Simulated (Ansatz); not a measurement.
In plane-wave PAW r²SCAN (Ansatz code), LiNbO3 in the trigonal phase (R3c; Li on 6a, Nb on 6a, O on 18b) relaxes to a = 5.137 Å, c = 13.886 Å. Against the elements it lies at -2.77 eV/atom, with no fitted shifts.

It is gapped at this level: 4.01 eV (indirect). The screened hybrid HSE06 puts the gap at 5.04 eV. Gap from r²SCAN with spin–orbit coupling: 3.97 eV. The electron mass is 0.64, 1.0, 7.9 mₑ (principal values).

The bulk modulus is 112 GPa. The relaxed-ion elastic constants in GPa are C11 = 206, C12 = 62.0, C13 = 68.6, C14 = 11.8, C33 = 240, C44 = 58.3. The elastic constants imply a Debye temperature near 571 K. Perturbation theory gives ε∞ = 4.98 (xx = yy), 4.72 (zz). Letting the ions move raises it to ε0 = 39.8 (xx = yy), 24.1 (zz). Born charges are Li +1.14, Nb +6.90, O -2.68 e. Without the LO–TO term the highest mode at Γ lies at 888 cm^-1. Bader charges are Li +0.91, Nb +2.87, O -1.26 e.

The cell was relaxed with r²SCAN under the symmetry of its start. No spin polarisation was allowed. The references are the lowest solids computed at this level, not always the standard phases (solids in place of the gases). Spin–orbit coupling is left out wherever it is not named.

Potentials: the earlier of the program's two PAW sets. The files were generated under PBE; for other functionals the program regenerates the frozen cores, and for LDA and PBEsol the local potential too.
